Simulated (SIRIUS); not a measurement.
Worked example: self-consistent single point of a model cell of Mn (Fd-3m, 2 atoms in the cell; prototype structure) in SIRIUS.

Method: PBE, GBRV PBE ultrasoft pseudopotentials (plane waves; SIRIUS).

```xyz
2
Lattice="0.0000 2.5981 2.5981 2.5981 0.0000 2.5981 2.5981 2.5981 0.0000" Properties=species:S:1:pos:R:3 pbc="T T T"
Mn     3.8971     3.8971     3.8971
Mn     2.5981     2.5981     2.5981
```
Starting moments (μB, in the order of the atoms Mn Mn): 4.0 4.0.

Reference input (self-consistent single point, DFT, PBE, plane waves, GBRV PBE ultrasoft pseudopotentials): parameters.ngridk = 9 9 9; parameters.xc_functionals = [XC_GGA_X_PBE, XC_GGA_C_PBE]; parameters.gk_cutoff = 6.325 1/bohr; parameters.pw_cutoff = 14.143 1/bohr; parameters.shiftk = 1 1 1; parameters.smearing = fermi_dirac; parameters.smearing_width = 0.00183747 Ha; potentials = GBRV PBE ultrasoft pseudopotentials; parameters.electronic_structure_method = pseudopotential; parameters.num_bands = 23; parameters.num_mag_dims = 1; parameters.num_dft_iter = 100. This run's input differs from it in these lines:

```diff
@@ -15,3 +15,3 @@
     "gk_cutoff": 6.325,
-    "pw_cutoff": 14.143,
+    "pw_cutoff": 12.65,
     "ngridk": [9, 9, 9],
```

Output (repeated stretches shortened):

```
[find] density tolerance         : 1e-06
[find] total energy tolerance    : 1e-07
[find] iter_solver_tol (initial) : 0.01
[find] iter_solver_tol (target)  : 1e-13
[find] num_dft_iter              : 100
Charges and magnetic moments
--------------------------------------------------------------------------------
atom                moment                |moment|
--------------------------------------------------------------------------------
   0 [  0.00000,   0.00000,   3.99296]    3.992958
   1 [  0.00000,   0.00000,   3.99737]    3.997367

total charge          : 30.000000
   [... lines left out ...]
[find] total moment          : [  0.00000,   0.00000,  -0.00002], magnitude : 0.000016
[find] Energy
[find] smearing (-TS)                 :      -0.00049496
[find] Total energy                   :    -211.09482636 (Ha),    -422.18965271 (Ry)
[find] Free energy (E-TS)             :    -211.09532131 (Ha),    -422.19064263 (Ry)
[find] band gap (eV)                  :       0.00000000
[find] Efermi                         :       0.38794346
[find] iteration : 28, RMS (target) : 4.1511e-07 (1.0000e-06) , energy difference (target) : -1.0208e-09 (1.0000e-07)
[find] bands are converged : true
[find] iterative solver converged : false
[find] converged after 29 SCF iterations!
[find] Charges and magnetic moments
[find] atom                moment                |moment|
[find]    0 [  0.00000,   0.00000,   0.00000]    0.000001
[find]    1 [  0.00000,   0.00000,   0.00000]    0.000001
[find] total charge          : 30.000000
[find] total moment          : [  0.00000,   0.00000,  -0.00002], magnitude : 0.000016
[find] Energy
[find] smearing (-TS)                 :      -0.00049496
[find] Total energy                   :    -211.09482636 (Ha),    -422.18965271 (Ry)
[find] Free energy (E-TS)             :    -211.09532131 (Ha),    -422.19064263 (Ry)
[find] band gap (eV)                  :       0.00000000
[find] Efermi                         :       0.38794346
[ground_state] === stress tensor components [kbar] ===
[ground_state] === stress_total ===
[ground_state]   154.200954    0.000000    0.000000
[ground_state]     0.000000  154.200954    0.000000
[ground_state]     0.000000    0.000000  154.200954
[ground_state] ==== total Forces in Ha/bohr =====
[ground_state] atom:    0, force:      -0.0000000      0.0000000      0.0000000
[ground_state] atom:    1, force:      -0.0000000     -0.0000000     -0.0000000
```

The run converged in 29 iterations. SIRIUS prints the stress tensor with tension positive. Against the reference run the free energy goes up by 1.8 meV/atom and the pressure stays at -15.42 GPa.

The cell was set up from a structure prototype or typed lattice constants and was not relaxed beforehand at this level. The run is spin-polarised and ends with a net moment of 0.00 μB in the cell. This run is one point of a test of settings, so its values need not be converged; read them against the reference run alone. All moments were started parallel; another magnetic order can lie lower.

Cost on one core: very roughly 110 core-seconds.

The gap that the log prints is read on the run's mesh, which can miss the band edges or a crossing.
